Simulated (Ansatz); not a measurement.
Li in its lowest state found on the top face of a (111) slab of Ag (Fm-3m (No. 225)), 4 planes, outer planes Ag (top) and Ag (bottom); 1 a cell of 28.74 Å², its atoms last:

```xyz
17
Lattice="5.7607 0.0000 0.0000 -2.8803 4.9889 0.0000 0.0000 0.0000 26.0553" Properties=species:S:1:pos:R:3 pbc="T T T"
Ag    1.4402    0.8315    8.5000
Ag    0.0000    3.3259    8.5000
Ag    4.3205    0.8315    8.5000
Ag    2.8803    3.3259    8.5000
Ag    2.8803    1.6630   10.8518
Ag    1.4402    4.1574   10.8518
Ag    0.0000    1.6630   10.8518
Ag   -1.4402    4.1574   10.8518
Ag   -1.4324    2.4989   13.1825
Ag    0.0000    0.0000   13.1676
Ag    1.4324    2.4989   13.1825
Ag    2.8803   -0.0090   13.1825
Ag    0.0000    3.3259   15.6468
Ag    1.4516    0.8381   15.5258
Ag    2.8803    3.3127   15.5258
Ag    4.3091    0.8381   15.5258
Li    0.0000    0.0000   17.5450
```

The calculation used DFT PBE+D3(BJ), scalar-relativistic, plane waves, PAW in Ansatz 0.2.0. Cutoff 420 eV; k points 6×6×1 on the computed 17-atom cell (Γ-centred); Gaussian smearing, width 0.10 eV; no spin polarisation. A dipole correction removes the field between periodic images along c.

The clean top face has a work function of 4.50 eV. Adsorption changes the slab's dipole along +c by Δp = +0.3413 e·Å a cell (+1.64 D an adsorbate).

Problem. What change of work function does the Helmholtz equation give?

Solution. A sheet of dipoles makes a step in an electron's potential energy of −e·Δp/(ε0·A), and e/ε0 = 180.95 eV·Å for Δp in e·Å: −180.95 × (0.3413)/28.74 = -2.15 eV. This is the change of φ(top) − φ(bottom). If the bottom face is unmoved, φ(top) becomes 2.35 eV.

Problem. How does that compare with the calculation?

Solution. φ(top) changes by -2.33 eV and φ(bottom) by -0.18 eV, so their difference changes by -2.15 eV. The slab is thin enough for the adsorbate to shift the Fermi level against the bottom face too.

Problem. What does the sign say about the electrons?

Solution. The change of dipole points out of the surface, so the work function falls. Electrons move towards the slab, or their spill-out is pushed back. Δp also holds the adsorbate's own dipole and the moves of the surface atoms, so it isn't a charge transfer alone.

Cost: 3 runs of about 22 core-minutes in all, on Arm Neoverse V2 (shared hosts).